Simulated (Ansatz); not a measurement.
Computed properties of Cr

Cr:
```
Cr
1.0
    2.30659     0.00000     0.00000
    0.00000     2.30659     0.00000
    0.00000     0.00000     2.30659
Cr
1
Direct
  0.00000   0.00000   0.00000
```

Space group Pm-3m (No. 221), simple cubic; conventional cell a = 2.3066 Å, b = 2.3066 Å, c = 2.3066 Å, α = 90.00°, β = 90.00°, γ = 90.00°.

Method: PBEsol (plane waves, PAW; program Ansatz). Geometry: relaxed at this level of theory. Other levels are named where they apply.

**Cell and energy**

```json
{
 "volume_per_atom": "12.27 Å³",
 "density": "7.04 g/cm³"
}
```

**Electronic structure**

```json
{
 "electronic_character": "metallic (no gap)",
 "Density of states at the Fermi level": "1.5 states/eV per atom (mean over ±0.08 eV)"
}
```

**Magnetism**

```json
{
 "magnetic_order": "non-magnetic (starting moments vanished)"
}
```

**Mechanics**

```json
{
  "Bulk modulus (Birch–Murnaghan fit)": "208 GPa",
  "Pressure derivative B′": "4.1",
  "Elastic constants (relaxed ions, GPa)": "C11 = 450, C12 = 89.3, C44 = -127",
  "mechanical_stability": "unstable (C has a negative eigenvalue)"
}
```

The cell is a constructed one: a structure type filled with these elements; neither database checked (COD, Materials Project) lists it. It is not the phase usual at ambient conditions (space group No. 229). Symmetry was held in the PBEsol relaxation. The workflow began spin-polarised and lost its moments. As this level gives no gap, shear constants depend on the k-mesh and smearing (Fermi–Dirac, 0.1 eV here). On the denser mesh and wider smearing of the elastic run this cell carries a stress of 0.5 GPa.

Potentials: the later of the program's two PAW sets.
